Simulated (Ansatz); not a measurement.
Polymorphs of BeS, each relaxed with the program Ansatz at the r²SCAN+D4 level (PAW):

A: Pnma
a = 5.9205 Å, b = 3.4854 Å, c = 5.9694 Å, α = 90.00°, β = 90.00°, γ = 90.00°

```
atom  site  symmetry       x       y       z
----  ----  --------  ------  ------  ------
Be      4c       .m.  0.1452  0.2500  0.9052
S       4c       .m.  0.2176  0.7500  0.0849
```

B: P6_422
a = b = 3.4370 Å, c = 7.8050 Å, α = β = 90.00°, γ = 120.00°

```tsv
atom	site	symmetry	x	y	z
Be	3c	222	0.5000	0.0000	0.0000
S	3d	222	0.5000	0.0000	0.5000
```

C: P4/nmm
a = b = 4.336 Å, c = 4.179 Å, α = β = γ = 90.00°

```json
[
 {"atom": "Be", "site": "2c", "symmetry": "4mm", "x": "0.5000", "y": "0.0000", "z": "0.0009"},
 {"atom": "S", "site": "2a", "symmetry": "-4m2", "x": "0.0000", "y": "0.0000", "z": "0.0000"}
]
```

Problem. Rank these by energy per atom at 0 K (lowest first), as r²SCAN+D4 gives it.

Solution. A (+0 meV/atom), B (+218 meV/atom), C (+803 meV/atom)

Problem. Give each one's gap.

Solution. A 4.22 eV; B 3.15 eV; C 0.18 eV.

Constructed cells (a structure type filled with these elements, in neither database checked): C. Typed or built starts, not in the databases checked: A; B. Unstable at this level: C. All cells were relaxed under the symmetry of their starts (and spin orders); stability against distortions was not tested throughout.

Energies hold the estimated change up to a 700 eV cutoff; steps of a few meV lie near the error of the meshes.

Potentials: the later of the program's two PAW sets.
